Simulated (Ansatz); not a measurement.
PbS:
```
PbS
1.0
    0.00000     2.97581     2.97581
    2.97581     0.00000     2.97581
    2.97581     2.97581     0.00000
Pb S
1 1
Direct
  0.50000   0.50000   0.50000
  0.00000   0.00000   0.00000
```

Relaxed with r²SCAN+D4. Special points in fractions of this cell's reciprocal vectors: Γ (0.000, 0.000, 0.000); X (0.500, 0.000, 0.500); U (0.625, 0.250, 0.625); K (0.375, 0.375, 0.750); L (0.500, 0.500, 0.500); W (0.500, 0.250, 0.750).

Question: List the band energies nearest the valence-band maximum at these points for the program Ansatz at the r²SCAN+D4 with spin–orbit coupling level (PAW).

Answer: In eV from the valence-band maximum; about four levels below and three above (degenerate sets whole), none deeper than 8.9 eV; points with the same levels are listed once.

```json
[
 {"k": "Γ", "below": "-2.23 -2.23 -2.23 -2.23", "above": "3.71 3.71 6.29 6.29 6.29 6.29"},
 {"k": "X", "below": "-3.75 -3.75 -3.44 -3.44", "above": "4.22 4.22 4.78 4.78"},
 {"k": "U", "below": "-3.12 -3.12 -2.53 -2.53", "above": "3.21 3.21 4.41 4.41"},
 {"k": "L", "below": "-1.91 -1.91 0.00 0.00", "above": "0.16 0.16 1.83 1.83"},
 {"k": "W", "below": "-4.42 -4.42 -1.12 -1.12", "above": "2.17 2.17 4.85 4.85"}
]
```

Space group Fm-3m (rock salt). The r²SCAN+D4 relaxation kept the symmetry of its start.

Potentials: the earlier of the program's two PAW sets.
